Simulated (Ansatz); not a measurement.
In DFT-r²SCAN in the program Ansatz with PAW potentials, HfScTaN3 in the trigonal phase (P3m1; Pearson symbol hP6) relaxes to a = 3.162 Å, c = 7.706 Å. Hf has 6 nearest neighbours from 2.23 Å (octahedral); Sc has 6 nearest neighbours from 2.23 Å (octahedral); Ta has 6 nearest neighbours from 2.21 Å (octahedral); N on 1c has 6 nearest neighbours from 2.24 Å (octahedral). Its formation energy from the elements is -169 kJ/mol of atoms, with no fitted shifts.

Electronic character: metallic (no gap).

The bulk modulus is 276 GPa. Bader charges are Hf +2.10, Sc +1.78, Ta +1.95, N -1.98 to -1.91 e.

The start of the workflow was typed in or built on a structure type; neither database checked (COD, Materials Project) lists it. Whether it is the stable phase at ambient conditions was not checked. The cell was relaxed with r²SCAN under the symmetry of its start; its stability against distortions is not shown here. No spin polarisation was allowed. With an odd number of electrons in the cell and no spin polarisation, the count alone makes it a metal. The references are the lowest solids computed at this level, not always the standard phases (solids in place of the gases). Scalar-relativistic: spin–orbit coupling is off unless named, which matters more the heavier the elements.

Potentials: the later of the program's two PAW sets.
